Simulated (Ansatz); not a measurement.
Li2BrF, ordered on the rocksalt lattice (R-3m) with 4 atoms a cell, relaxed with r2SCAN in the PAW code Ansatz. It is trigonal, R-3m (No. 166); a = 3.471 Å, c = 16.405 Å in the conventional setting, 14.26 Å³ an atom. Around F lie 6 Li at 2.28 Å; around Br lie 6 Li at 2.59 Å; around Li lie 3 F at 2.28 Å and 3 Br at 2.59 Å.

The axes x, y and z are those of this cell:
```
F Br Li
1.0
     1.73538    1.00192    5.46846
    -1.73538    1.00192    5.46846
     0.00000   -2.00384    5.46846
F Br Li
1 1 2
Cartesian
  1.7354 1.0019 5.4685
  0.0000 0.0000 8.2027
  0.0000 0.0000 4.3806
  0.0000 0.0000 12.0248
```

Unstrained: PBE gives a direct gap of 3.438 eV at Γ. r2SCAN gives a direct gap of 4.094 eV at Γ. The HSE06 gap is direct at Γ: 4.677 eV. Meshes: PBE 8×8×8, r2SCAN 8×8×8, HSE06 6×6×6. Strains are changes of length per length. After each strain the atoms were relaxed again with r2SCAN within the symmetry that the strain leaves, so tilts or polar shifts that break it weren't tested; points keep the names that they have in the unstrained zone. No spin polarisation and no zero-point or thermal motion; the cell was built from a prototype and may be hypothetical.

Problem. Estimate what uniaxial -4.17 % along z, other directions held does to the gap.

Solution. PBE: the gap goes from 3.438 to 3.675 eV (+0.237 eV). r2SCAN: the gap goes from 4.094 to 4.341 eV (+0.247 eV). The r2SCAN energy rises by 5.6 meV an atom.

The runs are scalar-relativistic, without spin-orbit coupling.
